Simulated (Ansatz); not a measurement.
# Band structure of Ba₂FeWO₆

```yaml
crystal:
  lattice:
    - [-2.87240, 2.87240, 4.05550]
    - [2.87240, -2.87240, 4.05550]
    - [2.87240, 2.87240, -4.05550]
  atoms:
    - { symbol: Ba, position: [0.75000, 0.25000, 0.50000] }
    - { symbol: Ba, position: [0.25000, 0.75000, 0.50000] }
    - { symbol: Fe, position: [0.50000, 0.50000, 0.00000] }
    - { symbol: W, position: [0.00000, 0.00000, 0.00000] }
    - { symbol: O, position: [0.23900, 0.23900, 0.47800] }
    - { symbol: O, position: [0.23900, 0.76100, 0.00000] }
    - { symbol: O, position: [0.76100, 0.76100, 0.52200] }
    - { symbol: O, position: [0.76100, 0.23900, 0.00000] }
    - { symbol: O, position: [0.23600, 0.23600, 0.00000] }
    - { symbol: O, position: [0.76400, 0.76400, 0.00000] }
```

Atoms are numbered in the order listed.

The cell comes from COD entry 1531103, which wasn't checked; take it as a given geometry.

Semilocal functionals without U often leave such compounds metallic or with too small a gap, and the real magnetic order may differ.

The magnetic state is the one reached from the start moments; no search over orders was made, so it needn't be the ground state.

No spin–orbit coupling, which matters for the heavy atoms here.

Method: DFT, LDA, all-electron LAPW, scalar-relativistic in Ansatz 0.2.0.

Settings: a Γ-centred 7×7×7 k mesh, Fermi–Dirac smearing of 0.05 eV, basis error target 1 meV/atom, spin-polarised from start moments Fe3 3 μB, ending with a cell moment of 4.00 μB.

Points in fractions of the reciprocal vectors of this cell: Γ (0, 0, 0), X (0, 0, 0.5), P (0.25, 0.25, 0.25), N (0, 0.5, 0), M (0.5, 0.5, -0.5), S (0.375, 0.625, -0.375), S0 (-0.375, 0.375, 0.375). The path joins them by straight lines in the order Γ–X–P–N–Γ–M–S–S0–Γ; legs that retrace an earlier one aren't tabulated. Energies are in eV from the Fermi level.

(1) Metal or insulator at this level of theory?

(2) Tabulate bands 77 to 84 of the spin-down channel, counted from the lowest band of the run, along the path.

Answers

(1) No gap opens: metallic or semimetallic.

(2) 
```
k (1/Å)  point  band 77  band 78  band 79  band 80  band 81  band 82  band 83  band 84
   0.00      Γ    -2.62    -2.34    -2.34    -2.32    -0.67    -0.64    -0.64     1.08
   0.11           -2.67    -2.37    -2.36    -2.34    -0.64    -0.57    -0.55     1.09
   0.22           -2.78    -2.48    -2.48    -2.35    -0.64    -0.34    -0.33     1.09
   0.33           -2.91    -2.66    -2.64    -2.36    -0.64    -0.05    -0.04     1.09
   0.44           -3.04    -2.84    -2.82    -2.37    -0.63     0.20     0.22     1.09
   0.55           -3.14    -3.00    -2.98    -2.38    -0.63     0.37     0.40     1.09
   0.66           -3.22    -3.11    -3.08    -2.39    -0.62     0.45     0.47     1.09
   0.77      X    -3.25    -3.14    -3.11    -2.39    -0.62     0.47     0.49     1.09
   0.83           -3.26    -3.16    -3.13    -2.39    -0.60     0.46     0.49     1.11
   0.88           -3.28    -3.21    -3.19    -2.42    -0.53     0.45     0.49     1.16
   0.94           -3.32    -3.29    -3.27    -2.45    -0.42     0.42     0.49     1.23
   0.99           -3.38    -3.33    -3.20    -2.51    -0.29     0.38     0.49     1.29
   1.05           -3.45    -3.38    -3.05    -2.58    -0.14     0.32     0.49     1.32
   1.11           -3.49    -3.40    -2.90    -2.67     0.00     0.24     0.49     1.33
   1.16      P    -3.51    -3.41    -2.77    -2.77     0.13     0.13     0.49     1.34
   1.24           -3.48    -3.39    -2.78    -2.77     0.14     0.14     0.48     1.36
   1.32           -3.42    -3.33    -2.79    -2.78     0.15     0.15     0.46     1.39
   1.40           -3.32    -3.22    -2.80    -2.78     0.18     0.18     0.42     1.36
   1.47           -3.27    -3.07    -2.82    -2.78     0.20     0.20     0.37     1.32
   1.55           -3.19    -2.96    -2.85    -2.78     0.22     0.23     0.32     1.28
   1.63           -3.13    -2.92    -2.88    -2.75     0.23     0.25     0.29     1.23
   1.71      N    -3.10    -2.92    -2.90    -2.74     0.24     0.25     0.27     1.20
   1.80           -3.12    -2.88    -2.87    -2.70     0.17     0.20     0.21     1.26
   1.90           -3.08    -2.80    -2.79    -2.62     0.01     0.07     0.07     1.38
   1.99           -2.99    -2.68    -2.67    -2.53    -0.18    -0.11    -0.10     1.51
   2.09           -2.88    -2.54    -2.54    -2.45    -0.37    -0.30    -0.29     1.39
   2.19           -2.76    -2.43    -2.43    -2.38    -0.52    -0.47    -0.46     1.23
   2.28           -2.66    -2.36    -2.36    -2.34    -0.62    -0.60    -0.59     1.12
   2.38      Γ    -2.62    -2.34    -2.34    -2.32    -0.67    -0.64    -0.64     1.08
   2.49           -2.68    -2.38    -2.38    -2.32    -0.67    -0.55    -0.55     1.11
   2.60           -2.79    -2.51    -2.51    -2.33    -0.66    -0.32    -0.32     1.11
   2.71           -2.92    -2.68    -2.68    -2.34    -0.66    -0.04    -0.04     1.11
   2.82           -3.06    -2.86    -2.86    -2.35    -0.65     0.21     0.21     1.11
   2.93           -3.19    -3.00    -3.00    -2.36    -0.65     0.37     0.37     1.12
   3.04           -3.29    -3.08    -3.08    -2.36    -0.64     0.45     0.45     1.12
   3.15      M    -3.33    -3.11    -3.11    -2.37    -0.64     0.47     0.47     1.12
   3.19           -3.33    -3.13    -3.12    -2.37    -0.63     0.47     0.47     1.13
   3.23           -3.33    -3.18    -3.13    -2.38    -0.59     0.46     0.46     1.15
   3.27           -3.33    -3.25    -3.15    -2.40    -0.53     0.45     0.46     1.20
   3.31           -3.35    -3.34    -3.18    -2.42    -0.45     0.44     0.45     1.26
   3.35           -3.42    -3.35    -3.21    -2.45    -0.36     0.43     0.44     1.34
   3.39           -3.35    -3.34    -3.24    -2.49    -0.27     0.41     0.43     1.36
   3.42      S    -3.36    -3.27    -3.27    -2.52    -0.16     0.39     0.41     1.32
   3.56           -3.29    -3.15    -3.11    -2.61     0.04     0.33     0.37     1.25
   3.70           -3.25    -2.97    -2.95    -2.72     0.18     0.27     0.31     1.21
   3.83           -3.13    -2.91    -2.90    -2.75     0.24     0.26     0.26     1.21
   3.97           -3.13    -2.91    -2.90    -2.75     0.24     0.26     0.26     1.21
   4.10           -3.25    -2.97    -2.95    -2.72     0.18     0.27     0.31     1.21
   4.24           -3.29    -3.15    -3.11    -2.61     0.04     0.33     0.37     1.25
   4.37     S0    -3.36    -3.27    -3.27    -2.52    -0.16     0.39     0.41     1.32
   4.49           -3.31    -3.10    -3.06    -2.65     0.13     0.28     0.34     1.20
   4.61           -3.27    -2.89    -2.86    -2.75     0.12     0.21     0.27     1.17
   4.73           -3.14    -2.77    -2.73    -2.65    -0.09     0.03     0.17     1.30
   4.84           -2.98    -2.67    -2.58    -2.50    -0.31    -0.19    -0.06     1.26
   4.96           -2.81    -2.50    -2.45    -2.41    -0.49    -0.41    -0.33     1.18
   5.08           -2.67    -2.37    -2.36    -2.35    -0.60    -0.58    -0.57     1.11
   5.20      Γ    -2.62    -2.34    -2.34    -2.32    -0.67    -0.64    -0.64     1.08
```
